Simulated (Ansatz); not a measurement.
The start is a relaxed AlAu cell shaken by Gaussian noise of σ = 0.08 Å a coordinate. Cell shape, volume and atoms are optimised at zero target pressure with PBE (plane waves to 420 eV, PAW, scalar-relativistic; Ansatz, a quantum-chemistry and plane-wave program). First-step values are on the input's coarse k-mesh.

Ansatz input (later rounds restart from its end on a renewed k-mesh):
Ansatz 0.2 input:
```yaml
crystal:
  lattice:
    - [0, 5.991649796, 6.1314570945]
    - [2.3510504128, 0, 6.1314570945]
    - [2.3510504128, 5.991649796, 0]
  atoms:
    - { symbol: Al, position: [0.0801453181, 0.698905027, 0.2371162827] }
    - { symbol: Al, position: [0.9153641526, 0.2972676815, 0.7197917305] }
    - { symbol: Al, position: [0.7407681312, 0.0546232037, 0.9165746247] }
    - { symbol: Al, position: [0.2429699459, 0.9990203045, 0.087042877] }
    - { symbol: Au, position: [0.4444047994, 0.1798000424, 0.7826013347] }
    - { symbol: Au, position: [0.5288426807, 0.8435253189, 0.2274907658] }
    - { symbol: Au, position: [0.2024290256, 0.4633298509, 0.5567435139] }
    - { symbol: Au, position: [0.7707331881, 0.5731944591, 0.4609400212] }
basis: { ecutwfc: 420, ecutrho_ratio: 4, xc_grid: 2, fft_grid_basis: typed }
kpoints: { mp_grid: { grid: [8, 8, 8] } }
hamiltonian:
  xc: pbe
  dispersion: none
  pseudopotentials: { kind: paw }
scf: { occupations: { method: fermi_dirac, width: 0.05 } }
relax: { f_tol: 0.01, max_steps: 100, cell: { stress_tol: 0.02 } }
output: { forces: true, stress: true }
```

### Question
How much energy is released per atom?

### Answer
0.33 eV/atom.

### Question
How does the volume per atom move from start to end?

### Answer
-19.3 %, from 21.59 to 17.43 Å³/atom.

### Question
How do the shortest distances between atoms change?

### Answer
The closest pairs of elements (up to four, under 3.6 Å), start → end: Al–Au 2.39 → 2.58 Å; Al–Al 2.56 → 2.88 Å; Au–Au 2.78 → 3.01 Å.

### Question
Is the relaxed structure metallic? Give its gap.

### Answer
No gap (metallic).

### Question
What does it relax into? Give the structure.

### Answer

```xyz
8
Lattice="4.9173 0.0000 0.0000 -0.0179 5.2665 0.0000 -1.7443 -1.7158 5.3850" Properties=species:S:1:pos:R:3 pbc="T T T"
Al     1.5928     2.6101     3.9429
Al     1.5623     0.9407     1.4421
Al     4.0620     2.7002     1.5886
Al    -0.9069     0.8505     3.7964
Au    -0.8539     3.4637     4.1863
Au     4.0090     0.0871     1.1987
Au     1.6007     3.5155     1.2636
Au     1.5544     0.0353     4.1214
```

Final values are on a 10×9×9 k-mesh of the relaxed cell. No spin polarisation in the result.

The relaxed structure here is a generated cell of AlAu: the first start was made by a random draw of sites in a space group, and the end was not matched to a known phase here, so it may be hypothetical.
